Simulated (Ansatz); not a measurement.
Relaxed-ion elastic tensor of MgF2 (CdI2 type, P-3m1) in GPa (Voigt order), LDA in the plane-wave PAW code Ansatz; density 3.08 g/cm³, 11.20 Å³ per atom.

```tsv
	1	2	3	4	5	6
1	176	40.4	11.0	-5.4	0.0	0.0
2	40.4	176	11.0	5.4	0.0	0.0
3	11.0	11.0	26.6	0.0	0.0	0.0
4	-5.4	5.4	0.0	5.1	0.0	0.0
5	0.0	0.0	0.0	0.0	5.1	-5.4
6	0.0	0.0	0.0	0.0	-5.4	67.8
```

Q: Is the crystal mechanically stable?

A: Yes: the smallest eigenvalue of C is 4.6 GPa.

Q: Work out the Voigt and Reuss bounds. Is their mean of use?

A: K_V = 55.9, K_R = 24.5; G_V = 36.7, G_R = 9.5 GPa. The bounds lie so far apart that a Hill average or a Debye temperature from it would say little.

The start of the workflow was typed in or built on a structure type; neither database checked (COD, Materials Project) lists it. It is not the phase usual at ambient conditions (space group No. 136). The cell was relaxed with LDA under the symmetry of its start; phonons on a q-mesh show no instability. A crystal of weakly bound layers computed without a dispersion correction: the cell and the soft elastic constants depend strongly on that.

Potentials: the earlier of the program's two PAW sets.
